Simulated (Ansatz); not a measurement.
**Ansatz 0.2.0, settings compared: Ba₂IrO₆F**

Run with:

```bash
ansatz run input.yaml --threads 1 --pin off --max-ram 2560MiB --backend cpu --events-out ev --progress --plain --runs-dir out
```

input.yaml:

```yaml
crystal:
  lattice:
    - [0.0, 3.96809488, 3.96809488]
    - [3.96809488, 0.0, 3.96809488]
    - [3.96809488, 3.96809488, 0.0]
  atoms:
    - { symbol: F, position: [0.0, 0.0, 0.0] }
    - { symbol: Ir, position: [0.5, 0.5, 0.5] }
    - { symbol: Ba, position: [0.25, 0.25, 0.25] }
    - { symbol: Ba, position: [0.75, 0.75, 0.75] }
    - { symbol: O, position: [0.77, 0.23, 0.23] }
    - { symbol: O, position: [0.23, 0.77, 0.23] }
    - { symbol: O, position: [0.23, 0.77, 0.77] }
    - { symbol: O, position: [0.77, 0.23, 0.77] }
    - { symbol: O, position: [0.23, 0.23, 0.77] }
    - { symbol: O, position: [0.77, 0.77, 0.23] }
  symmetry: { tolerance: 0.0003 }
kpoints:
  mp_grid: { grid: [4, 4, 4], shift: [0, 0, 0] }
magnetization:
  spin_polarized: false
scf:
  occupations: { method: fermi_dirac }
hamiltonian:
  pseudopotentials: { kind: paw }
  xc: r2scan
basis:
  ecutwfc: 500
output:
  forces: true
  stress: true
  eigenvalues: true
```

Origin of the cell: a known structure type with other elements, at an estimated volume, so it need not be a known compound.

The smearing width isn't typed, so it takes its default of 0.1 eV.

Output of this run (shortened):

```
SCF iter   1: F=—  HF=-28086.930111 eV  Δρ=1.40e-2  dr2=2.56e-1  dr2_τ=2.28e-1  defer=11
SCF iter   2: F=—  HF=-28087.150707 eV  Δρ=9.59e-3  dr2=1.94e-1  dr2_τ=3.94e-2  defer=18
SCF iter   3: F=—  HF=-28087.135365 eV  Δρ=6.22e-3  dr2=4.92e-2  dr2_τ=4.78e-3  defer=18
SCF iter   4: F=—  HF=-28087.134769 eV  Δρ=7.42e-3  dr2=7.19e-2  dr2_τ=6.35e-3  defer=18
SCF iter   5: F=—  HF=-28087.127685 eV  Δρ=1.55e-3  dr2=2.71e-3  dr2_τ=1.79e-4  defer=18
SCF iter   6: F=—  HF=-28087.127583 eV  Δρ=8.55e-4  dr2=1.37e-3  dr2_τ=8.24e-5  defer=18
SCF iter   7: F=—  HF=-28087.127349 eV  Δρ=2.59e-4  dr2=9.79e-5  dr2_τ=4.44e-6  defer=18
SCF iter   8: F=—  HF=-28087.127430 eV  Δρ=6.08e-5  dr2=4.82e-6  dr2_τ=4.59e-7  defer=18
SCF iter   9: F=—  HF=-28087.127430 eV  Δρ=1.14e-5  dr2=1.65e-7  dr2_τ=1.15e-8  defer=18
SCF iter  10: F=-28087.127430 eV  HF=-28087.127430 eV  Δρ=3.49e-6  dr2=2.02e-8  dr2_τ=1.08e-9
SCF 1 converged in 10 iterations: F = -28087.127430 eV  dr2 = 2.02e-8
SCF converged after 10 iterations
Free energy (F): -28087.127430 eV
Harris-Foulkes:  -28087.127430 eV  (|F-HF|=1.58e-8)
Internal energy: -28086.766916 eV  (E = F + TS)
E sigma→0 (E₀):  -28086.947173 eV
Entropy (-TS):   -0.360514 eV (-36.051 meV/atom)
Fermi energy:    10.137059 eV
--- Per-component energies (eV) ---
  E_band       = -300.943818
  E_kinetic    = 2209.261919
  E_local      = -4637.448955  (includes V_loc(G=0)·N_el)
  E_nonlocal   = 545.895409
  E_hartree    = 1729.450359
  E_xc         = -1085.126888
  E_vxc        = -1372.658296  (∫ρ·V_xc dr)
  E_paw        = -20906.104890  (= ΣΔE_a)
  E_vpaw       = -588.277145  (= ΣTr[D̂ρ^β])
  E_aug_tail   = 0.006206  (compensation charges beyond the density's cutoff)
  E_vtau       = 83.376366  (kinetic-family band-sum trace: ∫τ·v_τ [+ j·A + Jᵃ·Aᵃ] dr)
  E_ewald      = -5942.300977
  E_core_change = -0.399099  (= ΣΔE_core)
  E_smearing   = -0.360514  (= −TS)
  Σ components = -28087.127430   (vs F -28087.127430, Δ=0.00e0)
--- Forces (eV/Å), atoms counted from 1 ---
  atom   1  F     -0.000000     0.000000    -0.000000
[… 4 lines left out …]
  atom   6  O      0.000000     5.521405    -0.000000
  atom   7  O     -5.521405     0.000000     0.000000
  atom   8  O     -0.000000    -5.521405     0.000000
  atom   9  O      0.000000    -0.000000     5.521405
  atom  10  O     -0.000000     0.000000    -5.521405
  max |Σ_I F_I| component: 1.78e-15 eV/Å
--- Stress (GPa, compression-positive) ---
        6.241388       0.000000      -0.000000
       -0.000000       6.241388       0.000000
       -0.000000       0.000000       6.241388
  P = ⅓ Tr σ = 6.2414 GPa (62.414 kbar)
```

The same input was run again with these changes:

1. `basis.ecutwfc` 500 → "550 eV"
2. `scf.initial_density.chi_scale` default → 0.3; `hamiltonian.xc` r2scan → lda
3. `crystal.symmetry` { tolerance: 0.0003 } → { detect: false }; `scf.mixing.preconditioner` default → local_kerker
4. `scf.initial_density.chi_scale` default → 0.3; `total_charge` default → -1

| run | end | SCF iterations | P (GPa) | max force component (eV/Å) | moment (μB) | ΔE(σ→0) (meV/atom) |
| --- | --- | --- | --- | --- | --- | --- |
| base | converged | 10 | 6.24 | 5.521 | – | 0 |
| 1 | converged | 10 | 6.24 | 5.522 | – | -1.13 |
| 2 | converged | 14 | -2.14 | 5.247 | – | – |
| 3 | converged | 11 | 6.24 | 5.521 | – | 0.00 |
| 4 | converged | 14 | – | 5.600 | – | – |

Energies are compared only where functional, datasets, charge and starting cell are the same.

Caveats of the base run: no moments, though an odd count or open d shells may carry them; no spin-orbit coupling, though heavy elements are present; the given cell is far from equilibrium, with atoms too close or a volume far off; the k mesh is coarse if the cell is a metal.

Run 4: charged cell with a uniform background, whose pressure depends on convention.

The base run ran for 9.8 s on 1 thread of AMD EPYC 7R13 Processor (Zen 3) (shared host), peak memory 0.85 GiB, from the program's own first density.
